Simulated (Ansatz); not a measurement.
Cu Kα1 powder pattern (kinematic, no thermal factors).
2θ (°) (relative intensity): 11.59 (2), 15.47 (1), 19.37 (1), 21.99 (100), 22.33 (3), 23.30 (57), 23.33 (3), 24.92 (68), 27.00 (2), 29.46 (2), 32.25 (39), 35.28 (1), 38.53 (2), 38.57 (91), 41.94 (91), 44.84 (15), 45.55 (56), 46.47 (12), 51.13 (10), 58.29 (34), 60.60 (12), 61.93 (10), 65.31 (23), 65.83 (9), 69.79 (15), 72.09 (35), 74.56 (2), 74.70 (13), 78.49 (14), 78.84 (3), 82.69 (10), 86.87 (4), 87.25 (8), 87.38 (9), 88.04 (4)

The pattern is computed from a structure relaxed with DFT PBE, scalar-relativistic, plane waves, PAW in Ansatz 0.2.0. No spin polarisation. Its elements are Cd, Mg, Te.

Problem. Give the structure.

Solution. MgCd$_{5}$Te$_{6}$.
Space group P3m1 (No. 156). a = 4.664 Å, b = 4.664 Å, c = 22.891 Å, α = 90.00°, β = 90.00°, γ = 120.00°
```json
{"atom": "Mg", "site": "1c", "symmetry": "3m.", "x": "0.6667", "y": "0.3333", "z": "0.1656"}
{"atom": "Cd", "site": "1b", "symmetry": "3m.", "x": "0.3333", "y": "0.6667", "z": "0.0021"}
{"atom": "Cd", "site": "1b", "symmetry": "3m.", "x": "0.3333", "y": "0.6667", "z": "0.3318"}
{"atom": "Cd", "site": "1b", "symmetry": "3m.", "x": "0.3333", "y": "0.6667", "z": "0.6668"}
{"atom": "Cd", "site": "1c", "symmetry": "3m.", "x": "0.6667", "y": "0.3333", "z": "0.4992"}
{"atom": "Cd", "site": "1c", "symmetry": "3m.", "x": "0.6667", "y": "0.3333", "z": "0.8343"}
{"atom": "Te", "site": "1b", "symmetry": "3m.", "x": "0.3333", "y": "0.6667", "z": "0.1275"}
{"atom": "Te", "site": "1b", "symmetry": "3m.", "x": "0.3333", "y": "0.6667", "z": "0.4571"}
{"atom": "Te", "site": "1b", "symmetry": "3m.", "x": "0.3333", "y": "0.6667", "z": "0.7922"}
{"atom": "Te", "site": "1c", "symmetry": "3m.", "x": "0.6667", "y": "0.3333", "z": "0.2892"}
{"atom": "Te", "site": "1c", "symmetry": "3m.", "x": "0.6667", "y": "0.3333", "z": "0.6246"}
{"atom": "Te", "site": "1c", "symmetry": "3m.", "x": "0.6667", "y": "0.3333", "z": "0.9597"}
```

A pattern alone doesn't exclude other cells with like lines; this is the one computed.

The cell was found from a structure generator's guess, not taken from experiment.
